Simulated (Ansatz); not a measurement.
Input:

SrZrO3:
```xyz
10
Lattice="2.9028 1.6760 4.7083 -2.9028 1.6760 4.7083 0.0000 -3.3519 4.7083" Properties=species:S:1:pos:R:3 pbc="T T T"
Sr     0.0000     0.0000     3.7693
Sr     0.0000     0.0000    10.8318
Zr     0.0000     0.0000     0.1636
Zr     0.0000     0.0000     7.2261
O      1.6368     0.4751     5.9883
O     -1.2298     1.1800     5.9883
O     -0.4070    -1.6551     5.9883
O      0.4070     1.6968     8.3424
O     -1.6730    -0.4960     8.3424
O      1.2660    -1.2009     8.3424
```

This is the PBEsol-relaxed structure. Tensor components refer to the Cartesian frame of this cell.

Task: All from the program Ansatz at the PBEsol level (PAW), unless another level is named. Predict the band gap.

Result: 3.75 eV (indirect).

Task: Give the formation energy from the elements (no fitted shifts).

Result: -3.33 eV/atom.

Task: Predict the valence-band maximum.

Result: off the standard path, at k = (-0.062, 0.438, 0.438).

Task: And the conduction-band minimum?

Result: at Γ.

Task: Predict the weight of the valence-edge state by species (Voronoi cells).

Result: O 96 %, Sr 3 %.

Task: Next, the weight of the conduction-edge state by species (Voronoi cells)?

Result: Zr 58 %, O 34 %, Sr 8 %.

Space group R3c. The start of the workflow was typed in or built on a structure type; neither database checked (COD, Materials Project) lists it. COD files the formula under space group No. 62, 63, 221, so this cell is another polymorph or a model. Its standing as an ambient phase is unchecked. The PBEsol relaxation kept the symmetry of its start; of distortions, only those at the zone centre were tested. No spin polarisation was allowed. The references are the lowest solids computed at this level, not always the standard phases (solids in place of the gases). Scalar-relativistic: spin–orbit coupling is off unless named, which matters more the heavier the elements.

Potentials: the later of the program's two PAW sets.
